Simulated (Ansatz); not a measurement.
## Au (P6_3/mmc), two-dimensional strain map

These are results of DFT PBEsol, scalar-relativistic, plane waves, PAW in Ansatz 0.2.0, not measurements. The runs took a 420 eV cutoff, a Γ-centred 18×18×10 mesh and Gaussian smearing (0.15 eV). Spin–orbit coupling is left out, which can shift energies with elements as heavy as these. No spin polarisation. Energies are free energies at this smearing, counted from the undisturbed cell; pressure is positive in compression.

The starting cell (as given, not relaxed at this level; it stands at -6.4 GPa; this form isn't the usual structure):

```
Au
1.0
     2.90000    0.00000    0.00000
    -1.45000    2.51147    0.00000
     0.00000    0.00000    4.88000
Au
2
Direct
  0.33333 0.66667 0.75000
  0.66667 0.33333 0.25000
```

The cell is strained by p along both x and y and by q along z, fractional coordinates fixed. Points are written (p, q).

p was sampled at -0.030, -0.015, 0.000, 0.015, 0.030 and q at -0.030, -0.015, 0.000, 0.015, 0.030.

Where on the computed points is the energy highest, and how high?

At (0.030, 0.030): 116.9 meV/atom.

Away from (0, 0), which computed point is lowest?

(-0.015, -0.015): -15.4 meV/atom.

The map, in meV/atom:

```
 p \ q  -0.030  -0.015  0.000  0.015  0.030
-0.030     7.9    -3.2   -8.3   -8.2   -3.6
-0.015   -12.1   -15.4  -13.4   -7.0    3.3
 0.000   -12.2    -8.5    0.0   12.3   27.9
 0.015     4.2    14.1   28.4   46.2   66.7
 0.030    33.9    49.6   69.1   91.8  116.9
```

Cost: 25 runs of about 3.1 core-minutes in all, on Arm Neoverse V2 (shared hosts).